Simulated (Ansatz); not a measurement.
Values for one crystal, relaxed and computed with LDA in the plane-wave PAW code Ansatz; other levels are named.

* **Volume per atom**: 19.59 Å³
* **Band gap**: 1.72 eV (indirect)
* **Pressure derivative B′**: 4.1
* **Valence-band maximum**: at Γ
* **Conduction-band minimum**: at X (3 equivalent valleys)
* **Formation energy from the elements (no fitted shifts)**: -1.29 eV/atom
* **Hole effective mass, band 3 of 3 at the edge**: 0.16 along [100], 0.13 along [110], 0.13 along [111] (mₑ)

Question: Which of these materials gives this?
A. MgSe, rock salt
B. ZnS, wurtzite
C. Cu2O, Pn-3m (Cu on 4c, O on 2a)
D. BeSe, zinc blende

Answer: A, MgSe, rock salt

Space group Fm-3m (rock salt). The LDA relaxation kept the symmetry of its start. The references are the lowest solids computed at this level, not always the standard phases. Scalar-relativistic: spin–orbit coupling is off unless named, which matters more the heavier the elements.

Potentials: the later of the program's two PAW sets.
